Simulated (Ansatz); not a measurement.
Here is the system:

HgTe:
Space group F-43m (No. 216); a = 6.4347 Å, b = 6.4347 Å, c = 6.4347 Å, α = 90.00°, β = 90.00°, γ = 90.00°

```
atom  site  symmetry       x       y       z
----  ----  --------  ------  ------  ------
Te      4c      -43m  0.2500  0.2500  0.2500
Hg      4a      -43m  0.0000  0.0000  0.0000
```
(The calculation used a cell of 2 atoms; values per cell refer to that cell.)

This is the LDA-relaxed structure.

Q: All from LDA in the plane-wave PAW code Ansatz, unless another level is named. Estimate the bulk modulus (Birch–Murnaghan fit).

A: 47.4 GPa.

Q: Next, the elastic constants (relaxed ions, GPa)?

A: C11 = 58.7, C12 = 41.8, C44 = 22.5.

Q: And the highest zone-centre frequency?

A: 3.47 THz.

The cell was relaxed with LDA under the symmetry of its start; of distortions, only those at the zone centre were tested. As this level gives no gap, shear constants depend on the k-mesh and smearing (Fermi–Dirac, 0.1 eV here). As this level gives no gap, phonon frequencies hold no LO–TO term and depend on the k-mesh and smearing (Fermi–Dirac, 0.1 eV here). Spin–orbit coupling is left out wherever it is not named.

Potentials: the later of the program's two PAW sets.
